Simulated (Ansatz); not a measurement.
LiC6:
Space group Cmmm (No. 65); a = 2.5061 Å, b = 12.9649 Å, c = 3.6482 Å, α = β = γ = 90.00°

```
atom  site  symmetry       x       y       z
----  ----  --------  ------  ------  ------
C       4i       m2m  0.0000  0.0568  0.0000
C       4i       m2m  0.0000  0.3872  0.0000
C       4i       m2m  0.0000  0.2771  0.0000
Li      2c       mmm  0.0000  0.5000  0.5000
```
(The calculation used a cell of 7 atoms; values per cell refer to that cell.)

Relaxed at zero pressure with DFT-PBE in the program Ansatz with PAW potentials.

**Question.** The volume is raised by 6 % and shape and atoms relax at that volume. What pressure results, and how do the axes share the change?

**Answer.** -3.6 GPa; a 0.4 %, b 0.3 %, c 5.2 %; the energy rises by 6 meV/atom.

**Question.** Give the new structure.

**Answer.** 
Space group Cmmm (No. 65); a = 2.516 Å, b = 13.010 Å, c = 3.838 Å, α = 90.00°, β = 90.00°, γ = 90.00°

```json
[
 {"atom": "C", "site": "4i", "symmetry": "m2m", "x": "0.0000", "y": "0.0568", "z": "0.0000"},
 {"atom": "C", "site": "4i", "symmetry": "m2m", "x": "0.0000", "y": "0.3873", "z": "0.0000"},
 {"atom": "C", "site": "4i", "symmetry": "m2m", "x": "0.0000", "y": "0.2771", "z": "0.0000"},
 {"atom": "Li", "site": "2c", "symmetry": "mmm", "x": "0.0000", "y": "0.5000", "z": "0.5000"}
]
```

The phase is kept; no other phase was compared at this pressure.

The start of the workflow was typed in or built on a structure type; neither database checked (COD, Materials Project) lists it. Whether it is the stable phase at ambient conditions was not checked. The PBE relaxation kept the symmetry of its start; whether a distortion lowers the energy is not shown.

Potentials: the later of the program's two PAW sets.
